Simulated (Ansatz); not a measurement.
Data:

ZnNi:
```cif
data_NiZn
_chemical_formula_sum 'Ni1 Zn1'
_space_group_name_H-M_alt 'P 1'
_space_group_IT_number 1
_cell_length_a 2.85005
_cell_length_b 2.85005
_cell_length_c 2.85005
_cell_angle_alpha 90.000
_cell_angle_beta 90.000
_cell_angle_gamma 90.000
loop_
_space_group_symop_operation_xyz
  'x, y, z'
loop_
_atom_site_label
_atom_site_type_symbol
_atom_site_fract_x
_atom_site_fract_y
_atom_site_fract_z
_atom_site_occupancy
Ni1 Ni 0.00000 0.00000 0.00000 1
Zn1 Zn 0.50000 0.50000 0.50000 1
```
The run is spin-polarised, in the one order tried: ferromagnetic.

This is the r²SCAN-relaxed structure.

**Question.** All from r²SCAN (plane waves, PAW; program Ansatz), unless another level is named. Give the net moment.

**Answer.** 0.10 μB per atom.

**Question.** Predict the Bader charges.

**Answer.** Ni -0.23, Zn +0.23 e.

Space group Pm-3m (CsCl type). The workflow started from an entry of the Crystallography Open Database (COD), which files this formula under 3 space groups. Whether it is the stable phase at ambient conditions was not checked. The cell was relaxed with r²SCAN under the symmetry of its start; whether a distortion lowers the energy is not shown. Magnetic state: ferromagnetic, the only order run, not a proven ground state. The cell computed holds one magnetic atom, so no antiferromagnetic order was within reach. Other orbital occupations within this spin state were not tried. For itinerant 3d metals, meta-GGAs of the SCAN family and hybrids are commonly reported to give too large moments.

Potentials: the later of the program's two PAW sets.
